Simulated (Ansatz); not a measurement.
**Computed properties of TiPd₃**

TiPd$_{3}$:
```yaml
crystal:
  lattice:
    - [3.89288, 0.00000, 0.00000]
    - [0.00000, 3.89288, 0.00000]
    - [0.00000, 0.00000, 3.89288]
  atoms:
    - { symbol: Ti, position: [0.00000, 0.00000, 0.00000] }
    - { symbol: Pd, position: [0.00000, 0.50000, 0.50000] }
    - { symbol: Pd, position: [0.50000, 0.00000, 0.50000] }
    - { symbol: Pd, position: [0.50000, 0.50000, 0.00000] }
```

Space group Pm-3m (No. 221), Cu3Au type; conventional cell a = b = c = 3.893 Å, α = β = γ = 90.00°.

Method: DFT-r²SCAN in the program Ansatz with PAW potentials. Structure relaxed to zero pressure with the same functional. Other levels are named where they apply.

### Cell and energy

```yaml
volume_per_atom: 14.75 Å³
density: 10.33 g/cm³
Formation energy from the elements (no fitted shifts): -0.66 eV/atom
```

### Electronic structure

```yaml
electronic_character: metallic (no gap)
Density of states at the Fermi level: 0.27 states/eV per atom (mean over ±0.08 eV)
Gap with spin–orbit coupling: none (metallic)
```

### Mechanics

```yaml
Bulk modulus (Birch–Murnaghan fit): 198 GPa
Pressure derivative B′: 5.0
```

### Charges

```yaml
bader_charges: Ti +1.58, Pd -0.53 e
```

The workflow started from an entry of the Crystallography Open Database (COD). Whether it is the stable phase at ambient conditions was not checked. The cell was relaxed with r²SCAN under the symmetry of its start; its stability against distortions is not shown here. No spin polarisation was allowed. The references are the lowest solids computed at this level, not always the standard phases. Spin–orbit coupling is left out wherever it is not named.

Potentials: the later of the program's two PAW sets.
